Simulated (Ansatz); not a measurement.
With the program Ansatz at the PBEsol level (PAW), Ga3NO3 in the orthorhombic phase (Ima2; Pearson symbol oI28) relaxes to a = 5.904 Å, b = 8.269 Å, c = 5.919 Å. Ga on 4b has 6 nearest neighbours from 1.93 Å (octahedral); Ga on 4a has 6 nearest neighbours from 1.93 Å (octahedral); Ga on 4b has 4 nearest neighbours from 1.87 Å (tetrahedral). Its formation energy from the elements is -1.46 eV/atom, with no fitted shifts.

The Kohn–Sham gap is 1.05 eV (direct). The valence maximum lies at Γ and the conduction minimum at Γ. The electron mass is 0.20 mₑ (isotropic). The hole mass is 0.25, 5.1, 6.2 mₑ (principal values).

The bulk modulus is 199 GPa.

The start of the workflow was typed in or built on a structure type; neither database checked (COD, Materials Project) lists it. Its standing as an ambient phase is unchecked. The cell was relaxed with PBEsol under the symmetry of its start; whether a distortion lowers the energy is not shown. The references are the lowest solids computed at this level, not always the standard phases (solids in place of the gases). Spin–orbit coupling is left out wherever it is not named.

Potentials: the earlier of the program's two PAW sets. The files were generated under PBE; for other functionals the program regenerates the frozen cores, and for LDA and PBEsol the local potential too.
